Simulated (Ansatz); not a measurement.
Cu Kα1 powder pattern (kinematic, no thermal factors).
```json
{"2θ (°)": "25.61", "relative intensity": "41", "assignment": "1 1 1"}
{"2θ (°)": "29.65", "relative intensity": "21", "assignment": "2 0 0"}
{"2θ (°)": "42.43", "relative intensity": "100", "assignment": "2 2 0"}
{"2θ (°)": "50.22", "relative intensity": "19", "assignment": "3 1 1"}
{"2θ (°)": "52.62", "relative intensity": "5", "assignment": "2 2 2"}
{"2θ (°)": "61.57", "relative intensity": "16", "assignment": "4 0 0"}
{"2θ (°)": "67.80", "relative intensity": "7", "assignment": "3 3 1"}
{"2θ (°)": "69.81", "relative intensity": "7", "assignment": "4 2 0"}
{"2θ (°)": "77.63", "relative intensity": "33", "assignment": "4 2 2"}
{"2θ (°)": "83.34", "relative intensity": "6", "assignment": "5 1 1"}
```

The pattern is computed from a structure relaxed with DFT PBE, scalar-relativistic, plane waves, PAW (Ansatz 0.2.0). No spin polarisation. Its elements are Ru, Si.

Problem. Give the structure.

Solution. Si$_{3}$Ru.
Space group Fm-3m (No. 225). a = 6.020 Å, b = 6.020 Å, c = 6.020 Å, α = 90.00°, β = 90.00°, γ = 90.00°
```tsv
atom	site	symmetry	x	y	z
Si	8c	-43m	0.2500	0.7500	0.7500
Si	4b	m-3m	0.5000	0.0000	0.0000
Ru	4a	m-3m	0.0000	0.0000	0.0000
```

A pattern alone doesn't exclude other cells with like lines; this is the one computed.

Another cell of Si3Ru relaxed alike, in P4/mmm, lies 162 meV/atom lower, so this cell isn't the stable form at this level.

The structure comes from a generated guess; another structure or a mixture of phases may lie lower.
